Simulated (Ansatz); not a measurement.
Here is the system:

Au (fcc, Cu type)

```
Au
1.0
    0.00000     4.15718     4.15718
    2.07859     0.00000     2.07859
    2.07859     2.07859     0.00000
Au
2
Cartesian
  0.00000   0.00000   0.00000
  2.07859   2.07859   4.15718
```

A phonon eigenvector at L = (0.5, 0.0, 0.0) is frozen into this cell: atom i moves by Q times the vector below, so Q is the largest atomic displacement, in Å. The cell is held. (q is in reciprocal vectors of the primitive cell; the cell shown is doubled to hold the pattern.)

| atom | x | y | z |
|---|---|---|---|
| Au1 | -0.577 | 0.577 | 0.577 |
| Au2 | 0.577 | -0.577 | -0.577 |

Level of theory: PBE (plane waves to 420 eV, PAW, scalar-relativistic; Ansatz, a first-principles code). k mesh 19×19×19 (Γ-centred), Fermi-Dirac smearing 0.05 eV. Energies are smeared free energies. With partly filled bands, energies and forces of such displacements shift with the k mesh and the smearing. Au was relaxed with its symmetry unable to fall. Spin-orbit coupling is left out, though Au is heavy. The zero of ΔE is the undisplaced structure.

The scan covers Q from -0.180 to 0.180 Å in 13 points.

### Question
Which space group does the distorted structure have?

### Answer
R-3m (No. 166), lowered from Fm-3m.

### Question
Is this a single well or a double well?

### Answer
A single well with its minimum at or next to zero displacement.

### Question
What is the energy change at Q = 0.180 Å?

### Answer
505 meV/cell.

### Question
What harmonic wavenumber does the curvature at Q = 0 give?

### Answer
138 cm⁻¹.

(For displaced atoms, the force is minus the slope of the energy, and its curvature is a force constant, which sets phonon frequencies.)
